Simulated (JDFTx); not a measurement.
System: Ru(0001) (P6_3/mmc bulk; lattice of mp-33, not re-optimised at this level), (1×1) cell of 5 atoms in 5 planes, area 6.35 Å² a face, 8.4 Å between the outermost planes in a cell 27.5 Å high; k mesh 10×10×1, Fermi width 0.01 Ha, no spin polarisation.

Adsorbate: F on both faces at 1.00 monolayer, started ontop and relaxed in vacuum, keeping the symmetry of the start.

Level of theory: PBE-D3(BJ), GBRV ultrasoft potentials, plane waves to 20/100 Ha; code: a modified build of JDFTx. The adsorption energy per F is [E(slab + 2 F) − E(slab)]/2 − (½ E(F2)), with the gas molecules relaxed at the same level and slab energies taken as (E + F)/2, the usual estimate of zero smearing. These are electronic energies without vibrational corrections. Both faces are alike, and the cell allows no reconstruction beyond its size.

**Question.** Predict the adsorption energy and the geometry, and the change of the work function.

**Answer.** -2.64 eV. F sits 1.86 Å above the highest substrate atom, bound to 1 Ru at 1.86 Å. The work function goes from 4.99 to 8.66 eV. In CANDLE, water, 1 M NaCl, at zero charge, the adsorption energy is -2.64 eV and the potential of zero charge moves from 0.22 to 4.15 V vs SHE (4.44 V convention).
